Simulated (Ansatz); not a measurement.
NaF (rock salt), relaxed and computed with several functionals in Ansatz (plane waves, PAW). Much of their spread follows the volume that each gives.

```tsv
functional	V (Å³/atom)	B₀ by P(V) fit (GPa)
PBEsol	12.40	?
LDA	11.41	61.2
HSE06	12.47	49.2
r²SCAN	12.12	54.4
PBE	12.99	44.8
```

Fit a straight line to ln B₀ against ln V and predict the withheld value.

Least squares on the 4 shown rows: ln B₀ = -2.44 × ln V + (10.062), with a scatter of 1 %. For PBEsol this gives 50.3. The run itself gave 48.5, outside the scatter: the line misses something about this case.

All cells were relaxed under the symmetry of their starts (and spin orders); stability against distortions was not tested throughout.

Potentials: the later of the program's two PAW sets.

Ansatz (a quantum-chemistry and plane-wave program) is a plane-wave DFT program.
